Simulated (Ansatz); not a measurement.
A plane-wave DFT run in Ansatz 0.2.0 (scalar-relativistic PAW potentials unless the input names others): input and command.

```yaml
crystal:
  lattice:
    - [5.7079022412, 0.0, 0.0]
    - [0.0, 5.7079022412, 0.0]
    - [0.0, 0.0, 3.4025272427]
  atoms:
    - { symbol: K, position: [0.0, 0.5, 0.5] }
    - { symbol: K, position: [0.5, 0.0, 0.5] }
    - { symbol: Pd, position: [0.0, 0.0, 0.0] }
kpoints:
  mp_grid: { grid: [8, 8, 12] }
hamiltonian:
  xc: r2scan
  pseudopotentials: { kind: paw, source: jth }
scf:
  occupations: { method: cold, width: 0.005 }
  algorithm: density_mixing
output:
  forces: true
  eigenvalues: true
  stress: true
```

```bash
ansatz run input.yaml --threads 1 --pin off --max-ram 2560MiB --backend cpu --events-out ev --progress --plain --runs-dir out
```

Abridged log:
```
Warning: <dir> the checks of this K dataset prove no rule for summing its radial tables, as where they were carried onto another mesh than they were made on, and Gregory's rule is taken, under which a leading mesh point left out moves its sums only by what lay on the interval it spanned. ...
Warning: <dir> the checks of this Pd dataset prove no rule for summing its radial tables, as where they were carried onto another mesh than they were made on, and Gregory's rule is taken, under which a leading mesh point left out moves its sums only by what lay on the interval it spanned. ...
Pseudopotentials: kind: paw
Pseudopotential: K, paw, valence charge 9, recommended cutoff 690 eV (normal)
Pseudopotential: Pd, paw, valence charge 18, recommended cutoff 1110 eV (normal)
Functional definition: r2SCAN
Crystal: 3 atoms, lattice volume = 110.855 Å³
Basis set: ecut = 1110 eV, 9319 PW (Γ), exchange–correlation on 256×256×160 points (64 copies of the dense FFT grid, shifted against one another)
Bands: 22, of which v1, the nominal top of the filled ones, is band 18 counted from 1 (17 counted from 0)
Symmetry: 16 space group operations
Space group: P4/mmm (ITA 123), of the structure as read, at distance tolerance 4.8e-5 Å
k-points: 105 of 768
Initial density: superposition of atomic densities (chi_scale 0.1, normalization cell, long waves kept (reshape's long-wave potential 0.01 eV rms))
Initial wavefunctions: pseudopotential atomic-orbital guess
Functional: x = r2scan, c = r2scan; τ floored in thin density (d = 2e-4 eV/Å³)
SCF iter   1: F=—  HF=-10066.024458 eV  |F-HF|=—  |Δ(HF+E_count)|=         —  Δρ=1.08e-1  dr2=2.73e1  dr2_τ=2.42e0  ethr=3.10e-3  ⟨swp⟩=13.7  Hψ=19965  notcnv=0
SCF iter   2: F=—  HF=-10063.537395 eV  |F-HF|=—  |Δ(HF+E_count)|=    2.49e0  S|Δr|=    0.00e0  Δρ=3.59e-2  dr2=1.08e0  dr2_τ=2.07e1  ethr=3.10e-3  ⟨swp⟩=4.5  Hψ=6873  notcnv=0  defer=32
SCF iter   3: F=—  HF=-10063.701104 eV  |F-HF|=—  |Δ(HF+E_count)|=   1.64e-1  S|Δr|=    0.00e0  Δρ=2.33e-2  dr2=1.42e0  dr2_τ=2.58e-1  ethr=3.01e-3  ⟨swp⟩=3.2  Hψ=5394  notcnv=0  defer=31
SCF iter   4: F=—  HF=-10063.477299 eV  |F-HF|=—  |Δ(HF+E_count)|=   2.24e-1  S|Δr|=    0.00e0  Δρ=6.63e-3  dr2=2.04e-1  dr2_τ=6.08e-2  ethr=3.01e-3  ⟨swp⟩=2.4  Hψ=3630  notcnv=0  defer=29
SCF iter   5: F=—  HF=-10063.465529 eV  |F-HF|=—  |Δ(HF+E_count)|=   1.18e-2  S|Δr|=    0.00e0  Δρ=5.10e-3  dr2=1.23e-1  dr2_τ=7.79e-3  ethr=5.67e-4  ⟨swp⟩=2.8  Hψ=3417  notcnv=0  defer=29
SCF iter   6: F=—  HF=-10063.479953 eV  |F-HF|=—  |Δ(HF+E_count)|=   1.44e-2  S|Δr|=    0.00e0  Δρ=2.13e-3  dr2=1.56e-2  dr2_τ=1.52e-3  ethr=3.41e-4  ⟨swp⟩=2.9  Hψ=3447  notcnv=0  defer=29
SCF iter   7: F=—  HF=-10063.492958 eV  |F-HF|=—  |Δ(HF+E_count)|=   1.30e-2  S|Δr|=    0.00e0  Δρ=1.72e-3  dr2=6.30e-3  dr2_τ=1.17e-3  ethr=4.32e-5  ⟨swp⟩=4.7  Hψ=5048  notcnv=0  defer=29
SCF iter   8: F=—  HF=-10063.494573 eV  |F-HF|=—  |Δ(HF+E_count)|=   1.61e-3  S|Δr|=    0.00e0  Δρ=3.42e-4  dr2=1.64e-4  dr2_τ=4.11e-5  ethr=1.75e-5  ⟨swp⟩=4.2  Hψ=4361  notcnv=0  defer=28
SCF iter   9: F=—  HF=-10063.496007 eV  |F-HF|=—  |Δ(HF+E_count)|=   1.43e-3  S|Δr|=    0.00e0  Δρ=1.49e-4  dr2=3.00e-5  dr2_τ=1.07e-5  ethr=4.55e-7  ⟨swp⟩=4.1  Hψ=5146  notcnv=0  defer=28
SCF iter  10: F=—  HF=-10063.496152 eV  |F-HF|=—  |Δ(HF+E_count)|=   1.45e-4  S|Δr|=    0.00e0  Δρ=6.41e-5  dr2=1.16e-5  dr2_τ=4.25e-7  ethr=8.34e-8  ⟨swp⟩=2.8  Hψ=4104  notcnv=0  defer=29
SCF iter  11: F=—  HF=-10063.496151 eV  |F-HF|=—  |Δ(HF+E_count)|=   1.32e-6  S|Δr|=    0.00e0  Δρ=1.56e-5  dr2=4.01e-7  dr2_τ=2.19e-8  ethr=3.22e-8  ⟨swp⟩=2.0  Hψ=3197  notcnv=0  defer=28
SCF iter  12: F=-10063.496151 eV  HF=-10063.496151 eV  |F-HF|=3.07e-8  |Δ(HF+E_count)|=   2.22e-7  S|Δr|=    0.00e0  Δρ=3.21e-6  dr2=1.49e-8  dr2_τ=3.56e-9  ethr=2.78e-10  ⟨swp⟩=11.2  Hψ=14536  notcnv=0
SCF 1 converged in 12 iterations: F = -10063.496151 eV  dr2 = 1.49e-8
SCF converged after 12 iterations
Stability not checked: this state was not tested for a lower state beside it, because cold or Methfessel-Paxton smearing, or corrected tetrahedra, fill the levels in a way that the test cannot read (fill_not_monotonic; see scf.lower_state_search)
Free energy (F): -10063.496151 eV
Harris-Foulkes:  -10063.496151 eV  (|F-HF|=3.07e-8)
Internal energy: -10063.496117 eV  (E = F + TS)
E sigma→0 (E₀):  -10063.496140 eV
Entropy (-TS):   -0.000034 eV (-0.011 meV/atom)
Fermi energy:    6.175112 eV
--- Forces (eV/Å), atoms counted from 1 ---
  atom   1  K      0.00000000     0.00000000     0.00000000
  atom   2  K      0.00000000     0.00000000     0.00000000
  atom   3  Pd     0.00000000     0.00000000     0.00000000
--- Stress (GPa, compression-positive) ---
        0.026438       0.000000       0.000000
        0.000000       0.026438       0.000000
        0.000000       0.000000       0.152734
  P = ⅓ Tr σ = 0.0685 GPa (0.685 kbar)
```

Apart from outputs, empty bands and the relaxation, which only the reference makes, the input differs from a reference run on usual settings in hamiltonian.pseudopotentials: not typed → {"kind": "paw", "source": "jth"}; scf.algorithm: not typed → "density_mixing"; scf.occupations.method: "gaussian" → "cold"; scf.occupations.width: 0.1 → 0.005; basis.ecutwfc: 500 → not typed. The reference, at the same geometry, ended its own course with pressure 0.00 GPa, largest force 0.000 eV/Å, no gap on the mesh. This run converged in 12 SCF iterations with a total energy on another zero, pressure 0.07 GPa, largest force 0.000 eV/Å, no gap on the mesh. Its k mesh, for so narrow a smearing in a metal, is looser than usual. The Hamiltonian differs as well, so the change in the result can't be put down to that alone.

Time: 2.1 min on 1 thread of Arm Neoverse V2, on a shared host, peak memory 1.6 GiB.